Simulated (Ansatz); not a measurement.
Rb2WO2F4:
```yaml
crystal:
  lattice:
    - [5.30135, 2.94554, 0.00000]
    - [-5.30135, 2.94554, 0.00000]
    - [-0.11854, 0.00000, 4.81525]
  atoms:
    - { symbol: Rb, position: [0.67702, 0.32298, 0.30638] }
    - { symbol: Rb, position: [0.32298, 0.67702, 0.69362] }
    - { symbol: W, position: [0.00000, 0.00000, 0.00000] }
    - { symbol: O, position: [0.85290, 0.14710, 0.80096] }
    - { symbol: O, position: [0.14710, 0.85290, 0.19904] }
    - { symbol: F, position: [0.83169, 0.69805, 0.76827] }
    - { symbol: F, position: [0.16831, 0.30195, 0.23173] }
    - { symbol: F, position: [0.69805, 0.83169, 0.23173] }
    - { symbol: F, position: [0.30195, 0.16831, 0.76827] }
```

Relaxed with r²SCAN. Independent-particle spectrum: no excitons, no local fields, no scissors shift; 0.1 eV broadening; ε₁ of the summed bands alone.

Problem. Tabulate the dielectric function from plane-wave PAW r²SCAN (Ansatz code).

Solution. 

| E (eV) | ε₁ xx | ε₂ xx | ε₁ yy | ε₂ yy | ε₁ zz | ε₂ zz |
|---|---|---|---|---|---|---|
| 0.0 | 3.50 | 0.00 | 2.50 | 0.00 | 2.84 | 0.00 |
| 0.5 | 3.52 | 0.00 | 2.50 | 0.00 | 2.85 | 0.00 |
| 1.0 | 3.57 | 0.00 | 2.51 | 0.00 | 2.88 | 0.00 |
| 1.5 | 3.65 | 0.00 | 2.53 | 0.00 | 2.92 | 0.00 |
| 2.0 | 3.78 | 0.00 | 2.56 | 0.00 | 3.00 | 0.00 |
| 2.5 | 3.98 | 0.00 | 2.61 | 0.00 | 3.13 | 0.00 |
| 3.0 | 4.29 | 0.02 | 2.69 | 0.01 | 3.31 | 0.17 |
| 3.5 | 4.76 | 0.04 | 2.71 | 0.11 | 2.87 | 0.44 |
| 4.0 | 5.79 | 0.01 | 2.81 | 0.00 | 3.76 | 0.02 |
| 4.5 | 8.70 | 0.40 | 3.23 | 0.46 | 4.91 | 0.05 |
| 5.0 | 16.75 | 21.26 | 2.91 | 0.05 | 8.56 | 7.23 |
| 5.5 | -8.01 | 0.79 | 3.24 | 0.00 | -1.46 | 0.38 |
| 6.0 | -0.59 | 0.05 | 4.00 | 0.05 | 2.14 | 0.07 |
| 6.5 | 0.64 | 1.80 | 3.08 | 4.08 | 1.99 | 4.07 |
| 7.0 | 1.31 | 0.35 | 1.75 | 0.97 | 1.86 | 0.43 |
| 7.5 | 1.79 | 0.39 | 2.13 | 0.68 | 2.34 | 0.56 |
| 8.0 | 2.22 | 0.96 | 2.85 | 1.11 | 2.40 | 1.07 |
| 8.5 | 1.72 | 1.15 | 1.27 | 1.25 | 1.71 | 1.04 |
| 9.0 | 1.47 | 1.82 | 2.21 | 0.36 | 1.92 | 0.83 |
| 9.5 | 1.70 | 1.32 | 2.94 | 0.48 | 2.34 | 0.67 |
| 10.0 | 2.01 | 1.19 | 3.45 | 0.84 | 2.83 | 0.93 |
| 10.5 | 2.17 | 1.12 | 4.29 | 1.63 | 3.35 | 1.36 |
| 11.0 | 2.26 | 2.45 | 4.85 | 3.35 | 2.46 | 3.31 |
| 11.5 | 0.66 | 2.32 | 0.99 | 3.37 | 0.25 | 3.75 |
| 12.0 | 0.55 | 1.31 | -0.13 | 1.48 | 0.27 | 1.35 |

With all bands, ε∞ without local fields is 3.65 (xx), 2.64 (yy), 2.99 (zz).

Space group C2/m. The first step of the workflow began from a Materials Project structure, measured or hypothetical; the Crystallography Open Database copy checked does not list it. Whether it is the stable phase at ambient conditions was not checked. The r²SCAN relaxation kept the symmetry of its start; its stability against distortions is not shown here. No spin polarisation was allowed. No Hubbard U is applied. Spin–orbit coupling is left out wherever it is not named.

Potentials: the later of the program's two PAW sets.
